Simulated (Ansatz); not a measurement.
**Stability checks on a candidate for Al4CoNi3**

It was reached by relaxing an invented guess, and it needn't be the stable form of this composition.

All numbers below come from DFT PBE, scalar-relativistic, plane waves, PAW (Ansatz 0.2.0). The final run on the 8-atom cell used 420 eV, a Γ-centred 10×10×10 mesh, 0.10 eV smearing and collinear spin.

```
Al Co Ni
1.0
    -2.88677    2.88677    2.88677
     2.88677   -2.88677    2.88677
     2.88677    2.88677   -2.88677
Al Co Ni
4 1 3
Direct
  0.00000 0.50000 0.00000
  0.50000 0.50000 0.50000
  0.00000 0.00000 0.50000
  0.50000 0.00000 0.00000
  0.00000 0.00000 0.00000
  0.50000 0.00000 0.50000
  0.50000 0.50000 0.00000
  0.00000 0.50000 0.50000
```

Energies over the elements count from the elements' standard structures at the same level, with no fitted energy shifts.

Task: These tests were run: energy against the elements; random kick, then relaxation without symmetry; phonons on a 2×2×2 q mesh. What do they show?

Result:

| test | result |
| --- | --- |
| energy against the elements | −0.63 eV/atom |
| random kick, then relaxation without symmetry | returns |
| phonons on a 2×2×2 q mesh | no imaginary mode on the mesh |

It fails none of these tests. Other phases of the system weren't compared here, so this isn't yet thermodynamic stability.

Another magnetic order may lie lower. The kick test ran on a coarse mesh. The run for the phonons used a 10×10×10 k mesh and Gaussian smearing of 0.20 eV. The cell carries site moments Co 0.7 μB.
